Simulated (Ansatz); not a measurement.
**Property card for BeS**

BeS:
```yaml
crystal:
  lattice:
    - [3.40604, 0.00000, 0.00000]
    - [-1.70302, 2.94972, 0.00000]
    - [0.00000, 0.00000, 7.71830]
  atoms:
    - { symbol: Be, position: [0.50000, 0.00000, 0.00000] }
    - { symbol: Be, position: [0.00000, 0.50000, 0.33333] }
    - { symbol: Be, position: [0.50000, 0.50000, 0.66667] }
    - { symbol: S, position: [0.50000, 0.00000, 0.50000] }
    - { symbol: S, position: [0.00000, 0.50000, 0.83333] }
    - { symbol: S, position: [0.50000, 0.50000, 0.16667] }
```

Space group P6_422 (No. 181); conventional cell a = b = 3.406 Å, c = 7.718 Å, α = β = 90.00°, γ = 120.00°.

Method: PBE+D3(BJ) (plane waves, PAW; program Ansatz). The cell and atoms are relaxed at this level. Other levels are named where they apply.

**Cell and energy**

| Quantity | Result |
|---|---|
| Volume per atom | 12.92 Å³ |
| Density | 2.64 g/cm³ |
| Formation energy from the elements (no fitted shifts) | -0.79 eV/atom |

**Electronic structure**

| Property | Result |
|---|---|
| Band gap | 2.59 eV (indirect) |
| Valence-band maximum | off the standard path, at k = (-0.042, 0.010, 0.000) in fractions of the reciprocal vectors |
| Conduction-band minimum | on the M–K line, 9 % of the way from M (6 equivalent valleys) |
| Smallest direct gap on the standard path | 3.91 eV |
| Electron effective mass | 0.29, 0.38, 0.56 mₑ (principal values) |

**Mechanics**

| Property | Value |
|---|---|
| Bulk modulus (Birch–Murnaghan fit) | 107 GPa |
| Pressure derivative B′ | 3.8 |

The start of the workflow was typed in or built on a structure type; neither database checked (COD, Materials Project) lists it. COD files the formula under space group No. 216. Its standing as an ambient phase is unchecked. The PBE+D3(BJ) relaxation kept the symmetry of its start; whether a distortion lowers the energy is not shown. The references are the lowest solids computed at this level, not always the standard phases.

Potentials: the earlier of the program's two PAW sets.
